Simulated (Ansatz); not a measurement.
Name crystals whose computed values (DFT-PBEsol in the program Ansatz with PAW potentials) fall in these windows: ε∞ 3.8 to 5.3; electron conductivity mass (mₑ) 0.35 to 0.44; HSE06 gap (eV) 5.9 to 7.7.



```csv
crystal,ε∞,electron conductivity mass (mₑ),HSE06 gap (eV)
"BN, wurtzite",4.64,0.41,6.52
```
Others may fit too.

The cell was relaxed under the symmetry of its start.

Potentials: the later of the program's two PAW sets.
